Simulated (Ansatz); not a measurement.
HfO$_{2}$ (fluorite)

```
CELL_PARAMETERS angstrom
      0.00000     2.52923     2.52923
      2.52923     0.00000     2.52923
      2.52923     2.52923     0.00000
ATOMIC_POSITIONS crystal
  Hf 0.00000 0.00000 0.00000
  O  0.25000 0.25000 0.25000
  O  0.75000 0.75000 0.75000
```

The slice is a {110} plane (indices of the conventional cell) through the point (0.000, 0.000, 0.000) (fractional), spanned by u = [100] and v = [1 -1 -1] in vectors of this cell: u (3.58 Å) and v (5.06 Å, at 90° to u). It covers one period; positions are fractions (u, v).

All values below come from r2SCAN (plane waves to 500 eV, PAW, scalar-relativistic; Ansatz, a quantum-chemistry and plane-wave program). k mesh 11×11×11. Inside the PAW spheres the values are not all-electron values, and peaks at nuclei hang on which shells count as valence. HfO2 is run without spin polarisation. HfO2 was relaxed with its symmetry unable to fall. Spin-orbit coupling is left out, though Hf is heavy. This is a high-temperature form of HfO2.

Three fields on this plane, each scaled to ten steps between its own extremes (0 low, 9 high; the total valence density on a logarithmic scale, the potential cut 8 eV below its top; x marks points blanked near nuclei; v = 0 in the bottom row):

Map A
```
|xxxxx76666667xxxx|
|xxxx9778xx8779xxx|
|xxxx88xxxxxx88xxx|
|xx988xxxxxxxx889x|
|77668xxxxxxxx8667|
|44467xxxxxxxx7644|
|23357xxxxxxxx7533|
|22346xxxxxxxx6432|
|112357xxxxxx75321|
|00124578xx8754210|
|00013456666543100|
|00012345555432100|
|00013456666543100|
|00124578xx8754210|
|112357xxxxxx75321|
|22346xxxxxxxx6432|
|23357xxxxxxxx7533|
|44467xxxxxxxx7644|
|77668xxxxxxxx8667|
|xx988xxxxxxxx889x|
|xxxx88xxxxxx88xxx|
|xxxx9778xx8779xxx|
|xxxxx76666667xxxx|
|xxxxx86555568xxxx|
```

Map B
```
|xxxxx22333322xxxx|
|xxxx3579xx9753xxx|
|xxxx59xxxxxx95xxx|
|xx137xxxxxxxx731x|
|00138xxxxxxxx8310|
|00138xxxxxxxx8310|
|00027xxxxxxxx7200|
|00015xxxxxxxx5100|
|000137xxxxxx73100|
|00001359xx9531000|
|00000122332210000|
|00000001111000000|
|00000122332210000|
|00001359xx9531000|
|000137xxxxxx73100|
|00015xxxxxxxx5100|
|00027xxxxxxxx7200|
|00138xxxxxxxx8310|
|00138xxxxxxxx8310|
|xx137xxxxxxxx731x|
|xxxx59xxxxxx95xxx|
|xxxx3579xx9753xxx|
|xxxxx22333322xxxx|
|xxxxx11111111xxxx|
```

Map C
```
|xxxxx02688620xxxx|
|xxxx0036xx5300xxx|
|xxxx00xxxxxx00xxx|
|xx000xxxxxxxx000x|
|00003xxxxxxxx3000|
|00256xxxxxxxx5521|
|55677xxxxxxxx7765|
|78899xxxxxxxx9988|
|999998xxxxxx89999|
|99999987xx8899999|
|99999998888999999|
|99999998888999999|
|99999998888999999|
|99999988xx7899999|
|999998xxxxxx89999|
|78899xxxxxxxx9988|
|55677xxxxxxxx7765|
|01255xxxxxxxx6520|
|00003xxxxxxxx3000|
|xx000xxxxxxxx000x|
|xxxx00xxxxxx00xxx|
|xxxx0035xx6300xxx|
|xxxxx02688620xxxx|
|xxxxx01688610xxxx|
```

Q: Assign the maps to these fields: density of the highest valence band (whole band, smooth part); valence electron density; electrostatic potential energy of an electron, from the cell's mean.

A: A is the valence electron density; B is the density of the highest valence band (whole band, smooth part); C is the electrostatic potential energy of an electron, from the cell's mean.
